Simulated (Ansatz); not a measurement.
Values for one crystal, relaxed and computed with DFT-PBE in the program Ansatz with PAW potentials; other levels are named.

```yaml
volume_per_atom: 10.89 Å³
electronic_character: metallic (no gap)
Pressure derivative B′: 4.9
Density of states at the Fermi level: 1.7 states/eV per atom (mean over ±0.08 eV)
hill_bulk_and_shear_moduli: 199 and 95.6 GPa
Bulk modulus (Birch–Murnaghan fit): 2000 kbar
Young's modulus: 247 GPa
```

Q: Which compound is it?
(A) Ti, hcp (Mg type)
(B) Ag, fcc (Cu type)
(C) Tc, hcp (Mg type)
(D) Ni, fcc (Cu type)

A: D, Ni, fcc (Cu type)

Space group Fm-3m (fcc (Cu type)). Symmetry was held in the PBE relaxation. Spin order of the final state: ferromagnetic, chosen from 3 collinear starts compared on coarse meshes (ties went to the first, and starts can fall back to one state), not a proven ground state. Textbook magnetic order: ferromagnetic. As this level gives no gap, shear constants depend on the k-mesh and smearing (Fermi–Dirac, 0.1 eV here). On the denser mesh and wider smearing of the elastic run this cell carries a stress of 0.4 GPa.

Potentials: the later of the program's two PAW sets.
